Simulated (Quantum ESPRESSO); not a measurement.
## Ga7InP8 (one run as intended and one with a planted mistake)

Simulated, not a measurement. The program is pw.x of Quantum ESPRESSO 7.5 (plane-wave density functional theory). The cell is made up: 16 atoms on a doubled zincblende/diamond lattice, with randomly drawn elements, strain and displacements, not relaxed. PseudoDojo standard norm-conserving files (v0.5 for PBE, v0.4.1 for LDA and PBEsol) set the functional; there is no spin polarisation, spin-orbit coupling or dispersion term, and the masses in the input are unused placeholders.

Intended input:

```
&control calculation='scf', pseudo_dir='./dojo.nc.sr.pbe.v0_5.standard.upf', outdir='./o', disk_io='low', tprnfor=.true., tstress=.true. /
&system ibrav=0, nat=16, ntyp=3, nbnd=78, ecutwfc=79.96652505, nosym=.true., tot_charge=0,
 occupations='smearing', smearing='fd', degauss=0.0018374661
/
&electrons conv_thr=7.350e-09, electron_maxstep=60, /
ATOMIC_SPECIES
Ga 1.0 Ga.upf
In 1.0 In.upf
P 1.0 P.upf
CELL_PARAMETERS angstrom
5.4125 0.0089 0.0115
0.0089 5.4396 -0.0259
0.023 -0.0517 11.1773
ATOMIC_POSITIONS angstrom
Ga -0.0146 -0.0109 -0.04
Ga -0.0144 2.7125 2.8761
Ga 2.7063 0.0363 2.8273
Ga 2.7209 2.7084 0.0032
Ga 0.0181 -0.0666 5.5559
In 0.1005 2.6305 8.3114
Ga 2.6899 -0.0593 8.4436
Ga 2.6425 2.7524 5.5763
P 1.3761 1.2924 1.4811
P 1.3766 4.0605 4.1482
P 4.0995 1.3627 4.111
P 4.1263 3.9907 1.3778
P 1.3445 1.3447 7.0044
P 1.3194 3.9938 9.7814
P 4.0793 1.2887 9.7546
P 4.0789 4.0191 7.0008
K_POINTS automatic
4 4 2 1 1 1
```

The log is shortened where brackets say so; the opening notice, blank lines, dates and the lines on written files are dropped, and the path of the files is cut. It prints rydbergs, bohrs and kilobars, and counts compression as positive stress.

Log of the intended run:

```
     Program PWSCF v.7.5
     Parallel version (MPI & OpenMP), running on       4 processor cores
     Number of MPI processes:                 4
     Threads/MPI process:                     1
     [start-up lines left out]
     bravais-lattice index     =            0
     lattice parameter (alat)  =      10.2282  a.u.
     unit-cell volume          =    2220.6788 (a.u.)^3
     number of atoms/cell      =           16
     number of atomic types    =            3
     number of electrons       =       144.00
     number of Kohn-Sham states=           78
     kinetic-energy cutoff     =      79.9665  Ry
     charge density cutoff     =     319.8661  Ry
     scf convergence threshold =      7.3E-09
     mixing beta               =       0.7000
     number of iterations used =            8  plain     mixing
     Exchange-correlation= PBE
                           (   1   4   3   4   0   0   0)
     [axes and pseudopotential details left out]
   Cartesian axes
     site n.     atom                  positions (alat units)
         1        Ga     tau(   1) = (  -0.0026974  -0.0020138  -0.0073903  )
         2        Ga     tau(   2) = (  -0.0026605   0.5011529   0.5313791  )
         3        Ga     tau(   3) = (   0.5000074   0.0067067   0.5223630  )
         4        Ga     tau(   4) = (   0.5027049   0.5003954   0.0005912  )
         5        Ga     tau(   5) = (   0.0033441  -0.0123048   1.0264905  )
         6        In     tau(   6) = (   0.0185681   0.4860029   1.5355880  )
         7        Ga     tau(   7) = (   0.4969774  -0.0109561   1.5600128  )
         8        Ga     tau(   8) = (   0.4882199   0.5085247   1.0302596  )
         9        P      tau(   9) = (   0.2542439   0.2387797   0.2736434  )
        10        P      tau(  10) = (   0.2543363   0.7502051   0.7664083  )
        11        P      tau(  11) = (   0.7574107   0.2517681   0.7595354  )
        12        P      tau(  12) = (   0.7623621   0.7373091   0.2545580  )
        13        P      tau(  13) = (   0.2484056   0.2484425   1.2941108  )
        14        P      tau(  14) = (   0.2437682   0.7378819   1.8071805  )
        15        P      tau(  15) = (   0.7536786   0.2380961   1.8022291  )
        16        P      tau(  16) = (   0.7536047   0.7425562   1.2934457  )
     number of k points=    16  Fermi-Dirac smearing, width (Ry)=  0.0018
                       cart. coord. in units 2pi/alat
        k(    1) = (   0.1245374   0.1247519   0.1213813), wk =   0.1250000
        k(    2) = (   0.1250538   0.1235982  -0.1207462), wk =   0.1250000
     [further k points left out]
     Dense  grid:   214519 G-vectors     FFT dimensions: (  60,  60, 125)
     Estimated max dynamical RAM per process >     544.04 MB
     Estimated total dynamical RAM >       1.97 GB
     Initial potential from superposition of free atoms
     starting charge     143.9763, renormalised to     144.0000
     Starting wfcs are  104 randomized atomic wfcs
     total cpu time spent up to now is        4.5 secs
     per-process dynamical memory:   382.7 Mb
     Self-consistent Calculation
     iteration #  1     ecut=    79.97 Ry     beta= 0.70
     Davidson diagonalization with overlap
     ethr =  1.00E-02,  avg # of iterations =  3.7
     Threshold (ethr) on eigenvalues was too large:
     Diagonalizing with lowered threshold
     Davidson diagonalization with overlap
     ethr =  4.34E-04,  avg # of iterations =  2.1
     total cpu time spent up to now is       19.9 secs
     total energy              =   -1314.49086044 Ry
     estimated scf accuracy    <       0.63848692 Ry
     iteration #  2     ecut=    79.97 Ry     beta= 0.70
     Davidson diagonalization with overlap
     ethr =  4.43E-04,  avg # of iterations =  5.9
     total cpu time spent up to now is       28.7 secs
     total energy              =   -1314.63403019 Ry
     estimated scf accuracy    <       0.16320625 Ry
     [iterations 3 to 10 left out]
     iteration # 11     ecut=    79.97 Ry     beta= 0.70
     Davidson diagonalization with overlap
     ethr =  4.52E-11,  avg # of iterations =  5.0
     total cpu time spent up to now is      109.8 secs
     total energy              =   -1314.67370838 Ry
     estimated scf accuracy    <       0.00000007 Ry
     iteration # 12     ecut=    79.97 Ry     beta= 0.70
     Davidson diagonalization with overlap
     ethr =  4.52E-11,  avg # of iterations =  2.0
     total cpu time spent up to now is      116.7 secs
     End of self-consistent calculation
     [lines on levels left out]
!    total energy              =   -1314.67370839 Ry
     estimated scf accuracy    <          3.1E-09 Ry
     smearing contrib. (-TS)   =      -0.00000000 Ry
     internal energy E=F+TS    =   -1314.67370839 Ry
     The total energy is F=E-TS. E is the sum of the following terms:
     one-electron contribution =    -582.98988189 Ry
     hartree contribution      =     401.79497705 Ry
     xc contribution           =    -366.53487052 Ry
     ewald contribution        =    -766.94393302 Ry
     convergence has been achieved in  12 iterations
     Forces acting on atoms (cartesian axes, Ry/au):
     atom    1 type  1   force =    -0.00256246    0.00243263    0.03277036
     atom    2 type  1   force =     0.02496273    0.00040350   -0.04800006
     atom    3 type  1   force =     0.02520155   -0.03841547   -0.01908130
     atom    4 type  1   force =    -0.00864600   -0.01330468    0.00962837
     atom    5 type  1   force =    -0.01600066    0.01605691    0.01189690
     atom    6 type  2   force =    -0.07877448    0.03662311    0.05476367
     atom    7 type  1   force =     0.00144829   -0.00591210   -0.01371701
     atom    8 type  1   force =     0.03144876   -0.02469382    0.00313994
     atom    9 type  3   force =    -0.02407535    0.02973445   -0.04032010
     atom   10 type  3   force =     0.00205740    0.01153029    0.00654452
     atom   11 type  3   force =    -0.02658315   -0.01338946    0.06711581
     atom   12 type  3   force =    -0.01728899    0.03407169    0.00815057
     atom   13 type  3   force =     0.09832511   -0.11021956   -0.10692767
     atom   14 type  3   force =     0.06608654    0.04332759    0.04430973
     atom   15 type  3   force =    -0.03066302   -0.01811452    0.03793632
     atom   16 type  3   force =    -0.04493628    0.04986943   -0.04821004
     Total force =     0.284693     Total SCF correction =     0.000308
     Computing stress (Cartesian axis) and pressure
          total   stress  (Ry/bohr**3)                   (kbar)     P=       51.49
   0.00040357  -0.00005293  -0.00001538           59.37       -7.79       -2.26
  -0.00005293   0.00039128   0.00009177           -7.79       57.56       13.50
  -0.00001538   0.00009177   0.00025531           -2.26       13.50       37.56
     init_run     :      4.27s CPU      4.42s WALL (       1 calls)
     electrons    :    110.28s CPU    112.25s WALL (       1 calls)
     forces       :      2.10s CPU      2.14s WALL (       1 calls)
     stress       :      6.32s CPU      6.45s WALL (       1 calls)
     [timing details left out]
     PWSCF        :   2m 3.05s CPU   2m 5.43s WALL
     JOB DONE.
```

A second run has one planted mistake: the plane-wave cutoff is too low. The input lines that differ, file-writing options aside:

```
- &system ibrav=0, nat=16, ntyp=3, nbnd=78, ecutwfc=79.96652505, nosym=.true., tot_charge=0,
+ &system ibrav=0, nat=16, ntyp=3, nbnd=78, ecutwfc=52.69852800, nosym=.true., tot_charge=0,
```

Its log:

```
     Program PWSCF v.7.5
     Parallel version (MPI & OpenMP), running on       4 processor cores
     Number of MPI processes:                 4
     Threads/MPI process:                     1
     [start-up lines left out]
     bravais-lattice index     =            0
     lattice parameter (alat)  =      10.2282  a.u.
     unit-cell volume          =    2220.6788 (a.u.)^3
     number of atoms/cell      =           16
     number of atomic types    =            3
     number of electrons       =       144.00
     number of Kohn-Sham states=           78
     kinetic-energy cutoff     =      52.6985  Ry
     charge density cutoff     =     210.7941  Ry
     scf convergence threshold =      7.3E-09
     mixing beta               =       0.7000
     number of iterations used =            8  plain     mixing
     Exchange-correlation= PBE
                           (   1   4   3   4   0   0   0)
     [axes and pseudopotential details left out]
   Cartesian axes
     site n.     atom                  positions (alat units)
         1        Ga     tau(   1) = (  -0.0026974  -0.0020138  -0.0073903  )
         2        Ga     tau(   2) = (  -0.0026605   0.5011529   0.5313791  )
         3        Ga     tau(   3) = (   0.5000074   0.0067067   0.5223630  )
         4        Ga     tau(   4) = (   0.5027049   0.5003954   0.0005912  )
         5        Ga     tau(   5) = (   0.0033441  -0.0123048   1.0264905  )
         6        In     tau(   6) = (   0.0185681   0.4860029   1.5355880  )
         7        Ga     tau(   7) = (   0.4969774  -0.0109561   1.5600128  )
         8        Ga     tau(   8) = (   0.4882199   0.5085247   1.0302596  )
         9        P      tau(   9) = (   0.2542439   0.2387797   0.2736434  )
        10        P      tau(  10) = (   0.2543363   0.7502051   0.7664083  )
        11        P      tau(  11) = (   0.7574107   0.2517681   0.7595354  )
        12        P      tau(  12) = (   0.7623621   0.7373091   0.2545580  )
        13        P      tau(  13) = (   0.2484056   0.2484425   1.2941108  )
        14        P      tau(  14) = (   0.2437682   0.7378819   1.8071805  )
        15        P      tau(  15) = (   0.7536786   0.2380961   1.8022291  )
        16        P      tau(  16) = (   0.7536047   0.7425562   1.2934457  )
     number of k points=    16  Fermi-Dirac smearing, width (Ry)=  0.0018
                       cart. coord. in units 2pi/alat
        k(    1) = (   0.1245374   0.1247519   0.1213813), wk =   0.1250000
        k(    2) = (   0.1250538   0.1235982  -0.1207462), wk =   0.1250000
     [further k points left out]
     Dense  grid:   114773 G-vectors     FFT dimensions: (  48,  48, 100)
     Estimated max dynamical RAM per process >     292.22 MB
     Estimated total dynamical RAM >       1.06 GB
     Initial potential from superposition of free atoms
     starting charge     143.9763, renormalised to     144.0000
     Starting wfcs are  104 randomized atomic wfcs
     total cpu time spent up to now is        3.3 secs
     per-process dynamical memory:   205.3 Mb
     Self-consistent Calculation
     iteration #  1     ecut=    52.70 Ry     beta= 0.70
     Davidson diagonalization with overlap
     ethr =  1.00E-02,  avg # of iterations =  3.7
     Threshold (ethr) on eigenvalues was too large:
     Diagonalizing with lowered threshold
     Davidson diagonalization with overlap
     ethr =  5.39E-04,  avg # of iterations =  2.0
     total cpu time spent up to now is       12.7 secs
     total energy              =   -1312.61309508 Ry
     estimated scf accuracy    <       0.80832399 Ry
     iteration #  2     ecut=    52.70 Ry     beta= 0.70
     Davidson diagonalization with overlap
     ethr =  5.61E-04,  avg # of iterations =  3.2
     total cpu time spent up to now is       18.5 secs
     total energy              =   -1312.81545495 Ry
     estimated scf accuracy    <       0.19134542 Ry
     [iterations 3 to 11 left out]
     iteration # 12     ecut=    52.70 Ry     beta= 0.70
     Davidson diagonalization with overlap
     ethr =  3.22E-11,  avg # of iterations =  2.0
     total cpu time spent up to now is       72.8 secs
     total energy              =   -1312.85718663 Ry
     estimated scf accuracy    <       0.00000001 Ry
     iteration # 13     ecut=    52.70 Ry     beta= 0.70
     Davidson diagonalization with overlap
     ethr =  8.22E-12,  avg # of iterations =  3.8
     total cpu time spent up to now is       77.4 secs
     End of self-consistent calculation
     [lines on levels left out]
!    total energy              =   -1312.85718663 Ry
     estimated scf accuracy    <          2.9E-10 Ry
     smearing contrib. (-TS)   =      -0.00000000 Ry
     internal energy E=F+TS    =   -1312.85718663 Ry
     The total energy is F=E-TS. E is the sum of the following terms:
     one-electron contribution =    -579.22667965 Ry
     hartree contribution      =     398.89450219 Ry
     xc contribution           =    -365.58107614 Ry
     ewald contribution        =    -766.94393303 Ry
     convergence has been achieved in  13 iterations
     Forces acting on atoms (cartesian axes, Ry/au):
     atom    1 type  1   force =    -0.00240675    0.00243940    0.03319113
     atom    2 type  1   force =     0.02510309    0.00052474   -0.04848788
     atom    3 type  1   force =     0.02505985   -0.03859080   -0.01946180
     atom    4 type  1   force =    -0.00863091   -0.01311281    0.00989377
     atom    5 type  1   force =    -0.01610145    0.01606523    0.01224285
     atom    6 type  2   force =    -0.07887936    0.03668440    0.05479769
     atom    7 type  1   force =     0.00164934   -0.00573126   -0.01413135
     atom    8 type  1   force =     0.03137070   -0.02479861    0.00346312
     atom    9 type  3   force =    -0.02404794    0.02969945   -0.04025892
     atom   10 type  3   force =     0.00203721    0.01151057    0.00650910
     atom   11 type  3   force =    -0.02657287   -0.01343713    0.06700668
     atom   12 type  3   force =    -0.01727729    0.03396902    0.00810687
     atom   13 type  3   force =     0.09845344   -0.11037540   -0.10714007
     atom   14 type  3   force =     0.06619614    0.04348865    0.04450349
     atom   15 type  3   force =    -0.03082867   -0.01831406    0.03811588
     atom   16 type  3   force =    -0.04512452    0.04997860   -0.04835057
     Total force =     0.285295     Total SCF correction =     0.000032
     Computing stress (Cartesian axis) and pressure
          total   stress  (Ry/bohr**3)                   (kbar)     P=     -860.12
  -0.00579176  -0.00004566  -0.00001551         -852.00       -6.72       -2.28
  -0.00004566  -0.00581653   0.00008904           -6.72     -855.64       13.10
  -0.00001551   0.00008904  -0.00593266           -2.28       13.10     -872.72
     init_run     :      3.07s CPU      3.16s WALL (       1 calls)
     electrons    :     73.08s CPU     74.18s WALL (       1 calls)
     forces       :      1.14s CPU      1.16s WALL (       1 calls)
     stress       :      3.43s CPU      3.49s WALL (       1 calls)
     [timing details left out]
     PWSCF        :   1m20.83s CPU   1m22.15s WALL
     JOB DONE.
```

```
                                            intended run  run with the mistake
                          free energy (eV)    -17887.047            -17862.332
                    smearing term -TS (eV)        0.0000                0.0000
                            pressure (GPa)          5.15                -86.01
            largest force component (eV/Å)         2.834                 2.838
largest change of a force component (eV/Å)                               0.013
                                iterations            12                    13
```

For scale, a rerun of the intended cell at a cutoff of 1377 eV and k mesh 6 x 6 x 4 moved values by no more than 0.020 eV in energy, 0.03 GPa in stress and 0.002 eV/Å in force.